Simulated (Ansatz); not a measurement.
CaO:
```xyz
2
Lattice="0.0000 2.3990 2.3990 2.3990 0.0000 2.3990 2.3990 2.3990 0.0000" Properties=species:S:1:pos:R:3 pbc="T T T"
Ca     0.0000     0.0000     0.0000
O      2.3990     2.3990     2.3990
```

Relaxed with HSE06. Special points in fractions of this cell's reciprocal vectors: Γ (0.000, 0.000, 0.000); X (0.500, 0.000, 0.500); U (0.625, 0.250, 0.625); K (0.375, 0.375, 0.750); L (0.500, 0.500, 0.500); W (0.500, 0.250, 0.750).

List the band energies nearest the valence-band maximum at these points for HSE06 in the plane-wave PAW code Ansatz.

In eV from the valence-band maximum; about four levels below and three above (degenerate sets whole), none deeper than 8.9 eV; points with the same levels are listed once.

```tsv
k	below	above
Γ	0.00 0.00 0.00	6.29 8.21 8.21 8.21
X	-1.44 -0.42 -0.42	5.31 10.19 11.16
U	-1.42 -1.32 -0.84	6.91 10.08 10.78
L	-2.81 -1.26 -1.26	9.07 10.11 10.62 10.62
W	-1.38 -1.14 -1.14	8.21 8.21 10.60
```

Space group Fm-3m (rock salt). The cell was relaxed with HSE06 under the symmetry of its start. The hybrid was solved on a coarse mesh, the path and, where they were found, the r²SCAN edge points; its band edges are the extreme levels among these.

Potentials: the later of the program's two PAW sets.
